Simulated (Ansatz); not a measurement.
GaN:
```cif
data_Ga4N4
_chemical_formula_sum 'Ga4 N4'
_space_group_name_H-M_alt 'P42/mnm'
_space_group_IT_number 136
_space_group_name_Hall '-P 4n 2n'
_cell_length_a 5.47020
_cell_length_b 5.47020
_cell_length_c 3.18311
_cell_angle_alpha 90.000
_cell_angle_beta 90.000
_cell_angle_gamma 90.000
loop_
_atom_site_label
_atom_site_type_symbol
_atom_site_symmetry_multiplicity
_atom_site_Wyckoff_symbol
_atom_site_fract_x
_atom_site_fract_y
_atom_site_fract_z
_atom_site_occupancy
Ga1 Ga 4 g 0.17939 0.17939 0.50000 1
N1 N 4 f 0.31751 0.31751 0.00000 1
```

Relaxed with PBEsol. The program Ansatz at the PBEsol level (PAW) gives a gap of 1.87 eV.

Task: What gap does HSE06 give on the same cell (Ansatz, PAW)?

Result: 3.18 eV, 1.31 eV more. The hybrid was solved on a coarser mesh and at special points; its gap is the smallest among all of these.

```csv
k,v1 PBEsol,c1 PBEsol,v1 HSE06,c1 HSE06
Γ,-0.01,1.87,-0.01,3.18
Z,-1.95,5.62,-2.10,7.05
M,-1.14,4.59,___,___
A,-1.47,4.34,___,___
R,-1.08,5.29,___,___
X,-0.59,4.13,___,___
```

Task: Top valence (v1) and lowest conduction level (c1) in eV from each method's valence maximum (which need not be a listed point): supply the withheld HSE06 values.

Result: 
- X, v1 HSE06: -0.64
- X, c1 HSE06: 5.56
- A, v1 HSE06: -1.56
- A, c1 HSE06: 5.72
- R, v1 HSE06: -1.15
- R, c1 HSE06: 6.72
- M, v1 HSE06: -1.23
- M, c1 HSE06: 6.06

Cost on shared cores: the PBEsol run (SCF on a 5×5×9 mesh, then bands and DOS) around 90 core-seconds (rough), the HSE06 run (SCF on 3×3×5, then a few points) around 4 core-minutes (rough); the tasks are unlike.

Space group P4_2/mnm. The start of the workflow was typed in or built on a structure type; neither database checked (COD, Materials Project) lists it. It is not the phase usual at ambient conditions (space group No. 186, 216). The cell was relaxed with PBEsol under the symmetry of its start; phonons on a q-mesh show no instability. Scalar-relativistic: spin–orbit coupling is off unless named, which matters more the heavier the elements.

Potentials: the later of the program's two PAW sets.
